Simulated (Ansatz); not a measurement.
CsCl (rock salt, Fm-3m), LDA (plane waves, PAW; program Ansatz). The conduction-band minimum lies at Γ, with 1 equivalent valley. Second derivatives d²E/dk² of the lowest band at one valley (eV·Å²), along Cartesian directions:

```json
[
 {"direction": "[100]", "d²E/dk²": "20.32"},
 {"direction": "[010]", "d²E/dk²": "20.32"},
 {"direction": "[001]", "d²E/dk²": "20.32"},
 {"direction": "[110]", "d²E/dk²": "20.33"},
 {"direction": "[101]", "d²E/dk²": "20.33"},
 {"direction": "[011]", "d²E/dk²": "20.33"}
]
```

**Question.** Find the principal effective masses, the density-of-states mass and the conductivity mass.

**Answer.** Off-diagonal terms follow from H_xy = H[110] − (H_xx + H_yy)/2, and m*/mₑ = 7.620 eV·Å² over each eigenvalue: 0.37, 0.38, 0.38. One valley's DOS mass (m₁m₂m₃)^(1/3) = 0.38, conductivity mass 3/(Σ 1/mᵢ) = 0.38 mₑ.

**Question.** What effective density of states Nc follows at 300 K for parabolic valleys?

**Answer.** Nc = 2.509e19 × 1 × (0.38)^(3/2) ≈ 5.9e18 cm⁻³.

The first step of the workflow began from a Materials Project structure, measured or hypothetical; the Crystallography Open Database files this formula in space group No. 225, but the cells were not matched. It is not the phase usual at ambient conditions (space group No. 221). The LDA relaxation kept the symmetry of its start; its stability against distortions is not shown here. Scalar-relativistic: spin–orbit coupling is off unless named, which matters more the heavier the elements.

Potentials: the earlier of the program's two PAW sets. The files were generated under PBE; for other functionals the program regenerates the frozen cores, and for LDA and PBEsol the local potential too.

Edges and masses are those of Kohn–Sham bands, whose gap is no quasiparticle gap.
